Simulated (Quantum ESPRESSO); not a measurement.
pw.x input (Quantum ESPRESSO 7.5; PBEsol, PseudoDojo standard norm-conserving files, scalar-relativistic):

```
&CONTROL
  calculation = 'scf'
  pseudo_dir = './pseudo'
  outdir = './out'
  tprnfor = .true.
  tstress = .true.
/
&SYSTEM
  ibrav = 0
  nat = 6
  ntyp = 2
  ecutwfc = 74.0
  ecutrho = 296.0
  occupations = 'smearing'
  smearing = 'fd'
  degauss = 0.002
  nbnd = 31
/
&ELECTRONS
  conv_thr = 6e-10
/
ATOMIC_SPECIES
S 32.0600 S.upf
W 183.8400 W.upf
CELL_PARAMETERS angstrom
  3.153822358911   0.000000000000   0.000000000000
 -1.576911179455   2.731290281840   0.000000000000
  0.000000000000   0.000000000000  12.138347563000
ATOMIC_POSITIONS crystal
S   0.333333333000   0.666666667000   0.620237376600
S   0.666666666333   0.333333333667   0.379762623400
S   0.666666666333   0.333333333667   0.120237376600
S   0.333333333000   0.666666667000   0.879762623400
W   0.333333333000   0.666666667000   0.250000000000
W   0.666666666333   0.333333333667   0.750000000000
K_POINTS automatic
9 9 2 0 0 0
```

End of the output:

```
     total energy              =    -391.85834396 Ry
     estimated scf accuracy    <          8.1E-09 Ry
     total energy              =    -391.85834396 Ry
     estimated scf accuracy    <       0.00000006 Ry
     total energy              =    -391.85834396 Ry
     estimated scf accuracy    <          2.2E-09 Ry
[...]
     the Fermi energy is    12.4143 ev
!    total energy              =    -391.85834396 Ry
     estimated scf accuracy    <          2.4E-10 Ry
     smearing contrib. (-TS)   =      -0.00000000 Ry
     internal energy E=F+TS    =    -391.85834396 Ry
     The total energy is F=E-TS. E is the sum of the following terms:
     one-electron contribution =    -152.27275564 Ry
     hartree contribution      =      97.85970112 Ry
     xc contribution           =     -91.25658418 Ry
     ewald contribution        =    -246.18870527 Ry
     convergence has been achieved in  13 iterations
     Forces acting on atoms (cartesian axes, Ry/au):
     atom    1 type  1   force =    -0.00000000    0.00000000    0.01031747
     atom    2 type  1   force =     0.00000000    0.00000000   -0.01031747
     atom    3 type  1   force =     0.00000000   -0.00000000    0.01031747
     atom    4 type  1   force =     0.00000000    0.00000000   -0.01031747
     atom    5 type  2   force =     0.00000000    0.00000000   -0.00000000
     atom    6 type  2   force =     0.00000000    0.00000000    0.00000000
     Total force =     0.020635     Total SCF correction =     0.000039
     Computing stress (Cartesian axis) and pressure
          total   stress  (Ry/bohr**3)                   (kbar)     P=      -11.92
  -0.00009198   0.00000000   0.00000000          -13.53        0.00        0.00
   0.00000000  -0.00009198   0.00000000            0.00      -13.53        0.00
   0.00000000   0.00000000  -0.00005915            0.00        0.00       -8.70
```
In a gapped system the printed Fermi energy is only some level inside the gap.

Spin-orbit coupling is not included.

Geometry relaxed with PBE+D3(BJ).
